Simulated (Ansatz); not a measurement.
Here is the system:

YGa:
```
YGa
1.0
    2.16941    -5.42222     0.00000
    2.16941     5.42222     0.00000
    0.00000     0.00000     4.06634
Y Ga
2 2
Direct
  0.86146   0.13854   0.25000
  0.13854   0.86146   0.75000
  0.57486   0.42514   0.25000
  0.42514   0.57486   0.75000
```

This is the r²SCAN-relaxed structure.

Question: All from r²SCAN in the plane-wave PAW code Ansatz, unless another level is named. Predict the density of states at the Fermi level.

Answer: 0.90 states/eV per atom (mean over ±0.08 eV).

Question: Give the formation energy from the elements (no fitted shifts).

Answer: -0.78 eV/atom.

Space group Cmcm. The workflow started from a Materials Project entry (that database holds measured and hypothetical structures alike); the Crystallography Open Database files this formula in space group No. 63, but the cells were not matched. Whether it is the stable phase at ambient conditions was not checked. The cell was relaxed with r²SCAN under the symmetry of its start; whether a distortion lowers the energy is not shown. No spin polarisation was allowed. The references are the lowest solids computed at this level, not always the standard phases. Spin–orbit coupling is left out wherever it is not named.

Potentials: the earlier of the program's two PAW sets.
